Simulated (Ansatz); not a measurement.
Relaxed-ion elastic tensor of Ag (simple hexagonal, space group No. 191) in GPa (Voigt order), r²SCAN in the plane-wave PAW code Ansatz; density 9.55 g/cm³, 18.76 Å³ per atom.

```
      1     2     3      4      5     6
-  ----  ----  ----  -----  -----  ----
1   174  86.6  17.4    0.0    0.0   0.0
2  86.6   174  17.4    0.0    0.0   0.0
3  17.4  17.4   206    0.0    0.0   0.0
4   0.0   0.0   0.0  -12.9    0.0   0.0
5   0.0   0.0   0.0    0.0  -12.9   0.0
6   0.0   0.0   0.0    0.0    0.0  43.6
```

**Question.** Is the crystal mechanically stable?

**Answer.** No: the smallest eigenvalue of C is -12.9 GPa.

Space group P6/mmm (simple hexagonal). The start of the workflow was typed in or built on a structure type; neither database checked (COD, Materials Project) lists it. It is not the phase usual at ambient conditions (space group No. 225). The r²SCAN relaxation kept the symmetry of its start. At this level the phase is mechanically unstable. No spin polarisation was allowed. As this level gives no gap, shear constants depend on the k-mesh and smearing (Fermi–Dirac, 0.1 eV here).

Potentials: the later of the program's two PAW sets.
